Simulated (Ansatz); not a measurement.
Ge in space group I-43m (No. 217; Ge on 2a, Ge on 8c, Ge on 12d, Ge on 24g) under volume change, the program Ansatz at the r²SCAN level (PAW), shape and atoms relaxed at each volume.

```json
[
 {"V (Å³/atom)": "22.786", "E − E(relaxed) (meV/atom)": "48.5", "P (GPa)": "7.54"},
 {"V (Å³/atom)": "23.537", "E − E(relaxed) (meV/atom)": "?", "P (GPa)": "?"},
 {"V (Å³/atom)": "24.288", "E − E(relaxed) (meV/atom)": "4.8", "P (GPa)": "2.09"},
 {"V (Å³/atom)": "25.039", "E − E(relaxed) (meV/atom)": "0.0", "P (GPa)": "0.00"},
 {"V (Å³/atom)": "25.791", "E − E(relaxed) (meV/atom)": "?", "P (GPa)": "?"},
 {"V (Å³/atom)": "26.542", "E − E(relaxed) (meV/atom)": "16.0", "P (GPa)": "-3.23"},
 {"V (Å³/atom)": "27.293", "E − E(relaxed) (meV/atom)": "34.1", "P (GPa)": "-4.47"}
]
```

**Question.** What belongs in the gaps?

**Answer.** 
- 23.537, E − E(relaxed) (meV/atom): 20.3
- 23.537, P (GPa): 4.58
- 25.791, E − E(relaxed) (meV/atom): 4.2
- 25.791, P (GPa): -1.75

**Question.** What does a third-order Birch–Murnaghan fit give for V₀, B₀ and B′?

**Answer.** V₀ = 25.04 Å³/atom, B₀ = 63.7 GPa, B′ = 4.8.

The start of the workflow was typed in or built on a structure type; neither database checked (COD, Materials Project) lists it. It is not the phase usual at ambient conditions (space group No. 227). Symmetry was held in the r²SCAN relaxation; whether a distortion lowers the energy is not shown. Spin–orbit coupling is left out wherever it is not named.

Potentials: the later of the program's two PAW sets.
